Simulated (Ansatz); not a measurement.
Input for Ansatz (plane-wave DFT, PAW):

```yaml
crystal:
  lattice:
    - [0.0, 3.2954669199, 3.2954669199]
    - [3.2954669199, 0.0, 3.2954669199]
    - [3.2954669199, 3.2954669199, 0.0]
  atoms:
    - { symbol: Ta, position: [0.25, 0.25, 0.25] }
    - { symbol: Ta, position: [0.75, 0.75, 0.75] }
    - { symbol: Ta, position: [0.5, 0.5, 0.5] }
    - { symbol: W, position: [0.0, 0.0, 0.0] }
basis:
  ecutwfc: 500
kpoints:
  mp_grid: { grid: [12, 12, 12] }
hamiltonian:
  xc: r2scan
scf:
  occupations: { method: gaussian, width: 0.1 }
output:
  forces: true
  stress: true
  eigenvalues: true
```

It can be run as
```bash
ansatz run input.yaml --threads 1 --pin off --backend cpu --events-out ev --progress --plain --runs-dir out  # memory cap (--max-ram) not shown
```

Level of theory: DFT r2SCAN, scalar-relativistic, plane waves, PAW (Ansatz 0.2.0).

Abridged output:

```
Pseudopotentials: kind: paw
Pseudopotential: Ta, paw, valence charge 13, recommended cutoff 500 eV (meta_gga)
Pseudopotential: W, paw, valence charge 14, recommended cutoff 500 eV (meta_gga)
Functional definition: r2SCAN
Crystal: 4 atoms, lattice volume = 71.578 Å³
Basis set: ecut = 500 eV, 1837 PW (Γ), exchange–correlation on 144×144×144 points (64 copies of the dense FFT grid, shifted against one another)
Bands: 32, of which v1, the nominal top of the filled ones, is band 27 counted from 1 (26 counted from 0)
Symmetry: 48 space group operations
Space group: Fm-3m (ITA 225), of the structure as read, at distance tolerance 4.2e-5 Å
k-points: 72 of 1728
Initial density: superposition of atomic densities (neutral atoms: chi_scale 0, normalization atom), corrected by the library's trained network
Initial wavefunctions: pseudopotential atomic-orbital guess
Functional: x = r2scan, c = r2scan; τ floored in thin density (d = 2e-4 eV/Å³)
SCF iter   1: F=—  HF=-40230.331099 eV  |F-HF|=—  |Δ(HF+E_count)|=         —  Δρ=6.64e-3  dr2=2.94e-2  dr2_τ=8.38e-2  ethr=1.77e-3  ⟨swp⟩=4.5  Hψ=9200  notcnv=0
SCF iter   2: F=—  HF=-40230.383352 eV  |F-HF|=—  |Δ(HF+E_count)|=   5.23e-2  Δρ=3.74e-3  dr2=3.72e-3  dr2_τ=1.48e-3  ethr=5.54e-5  ⟨swp⟩=2.0  Hψ=3664  notcnv=0
SCF iter   3: F=—  HF=-40230.385864 eV  |F-HF|=—  |Δ(HF+E_count)|=   2.51e-3  Δρ=1.20e-3  dr2=4.30e-4  dr2_τ=1.50e-4  ethr=7.01e-6  ⟨swp⟩=2.0  Hψ=2981  notcnv=0
SCF iter   4: F=—  HF=-40230.386191 eV  |F-HF|=—  |Δ(HF+E_count)|=   3.27e-4  Δρ=2.23e-4  dr2=3.85e-5  dr2_τ=6.39e-6  ethr=8.12e-7  ⟨swp⟩=2.1  Hψ=3167  notcnv=0
SCF iter   5: F=—  HF=-40230.386197 eV  |F-HF|=—  |Δ(HF+E_count)|=   5.83e-6  Δρ=9.87e-5  dr2=1.26e-5  dr2_τ=2.33e-6  ethr=7.26e-8  ⟨swp⟩=2.0  Hψ=2972  notcnv=0
SCF iter   6: F=—  HF=-40230.386196 eV  |F-HF|=—  |Δ(HF+E_count)|=   9.81e-7  Δρ=2.39e-5  dr2=9.03e-7  dr2_τ=7.68e-8  ethr=2.38e-8  ⟨swp⟩=2.0  Hψ=2952  notcnv=0
SCF iter   7: F=-40230.386196 eV  HF=-40230.386196 eV  |F-HF|=6.43e-9  |Δ(HF+E_count)|=   1.16e-7  Δρ=5.03e-6  dr2=1.14e-8  dr2_τ=2.18e-9  ethr=1.89e-10  ⟨swp⟩=6.2  Hψ=9774  notcnv=0
SCF 1 converged in 7 iterations: F = -40230.386196 eV  dr2 = 1.14e-8
SCF converged after 7 iterations
Free energy (F): -40230.386196 eV
Harris-Foulkes:  -40230.386196 eV  (|F-HF|=6.43e-9)
Internal energy: -40230.367232 eV  (E = F + TS)
E sigma→0 (E₀):  -40230.376714 eV
Entropy (-TS):   -0.018965 eV (-4.741 meV/atom)
Fermi energy:    18.676982 eV
--- Per-component energies (eV) ---
  E_band       = -479.777020
  E_kinetic    = 1546.926864
  E_local      = -2321.192098  (includes V_loc(G=0)·N_el)
  E_nonlocal   = 45.941272
  E_hartree    = 809.873662
  E_xc         = -860.707406
  E_vxc        = -923.866635  (∫ρ·V_xc dr)
  E_paw        = -33861.832350  (= ΣΔE_a)
  E_vpaw       = -494.304197  (= ΣTr[D̂ρ^β])
  E_aug_tail   = 0.000200  (compensation charges beyond the density's cutoff)
  E_vtau       = 46.969385  (kinetic-family band-sum trace: ∫τ·v_τ [+ j·A + Jᵃ·Aᵃ] dr)
  E_ewald      = -5586.520586
  E_core_change = -2.856790  (= ΣΔE_core)
  E_smearing   = -0.018965  (= −TS)
--- Forces (eV/Å), atoms counted from 1 ---
  atom   1  Ta     0.00000000     0.00000000     0.00000000
  atom   2  Ta     0.00000000     0.00000000     0.00000000
  atom   3  Ta     0.00000000     0.00000000     0.00000000
  atom   4  W      0.00000000     0.00000000     0.00000000
--- Stress (GPa, compression-positive) ---
       -6.449565       0.000000       0.000000
        0.000000      -6.449565       0.000000
        0.000000       0.000000      -6.449565
  P = ⅓ Tr σ = -6.4496 GPa (-64.496 kbar)
--- Band table (eV; the first three rows and the last of 72) ---
  k-point 0: bands = ["-56.4057", "-50.2692", "-50.1861", "-50.1016", "-20.0206", "-20.0206", "-20.0206", "-16.3391", "-16.3391", "-16.3391", "-16.1895", "-16.1895", "-16.1895", "-15.7081", "-15.7081", "-15.7081", "10.2497", "14.5895", "14.5895", "16.9896", "16.9896", "16.9896", "17.2075", "17.2075", "17.2075", "19.2200", "19.2200", "19.2200", "22.4154", "22.4154", "23.6278", "23.6278"]
  k-point 1: bands = ["-56.4057", "-50.2670", "-50.1865", "-50.1034", "-20.0211", "-20.0211", "-20.0207", "-16.3637", "-16.3523", "-16.3523", "-16.1757", "-16.1757", "-16.1482", "-15.7256", "-15.7079", "-15.7079", "10.3699", "14.6672", "14.6672", "16.6637", "16.9137", "16.9137", "17.2756", "17.2918", "17.2918", "19.1601", "19.1601", "19.3490", "22.3671", "22.3671", "23.5869", "23.5869"]
  k-point 2: bands = ["-56.4056", "-50.2608", "-50.1879", "-50.1085", "-20.0224", "-20.0224", "-20.0208", "-16.3921", "-16.3807", "-16.3807", "-16.1456", "-16.1456", "-16.0804", "-15.7673", "-15.7075", "-15.7075", "10.7205", "14.8945", "14.8945", "16.2271", "16.8243", "16.8243", "17.0262", "17.4009", "17.4009", "18.9732", "18.9732", "19.7368", "22.2656", "22.2656", "22.6163", "23.4754"]
  k-point 71: bands = ["-56.4052", "-50.1996", "-50.1996", "-50.1596", "-20.0376", "-20.0241", "-20.0241", "-16.5900", "-16.3756", "-16.3756", "-16.1750", "-15.9716", "-15.9711", "-15.7639", "-15.7639", "-15.6923", "14.3326", "14.4877", "14.4877", "14.5138", "17.5230", "17.7104", "17.7696", "17.7696", "17.9896", "18.0529", "18.1111", "18.1111", "21.1261", "21.2877", "21.2877", "21.4405"]
```

Self-consistency was reached.

Spin–orbit coupling is left out, which can shift energies with elements as heavy as these.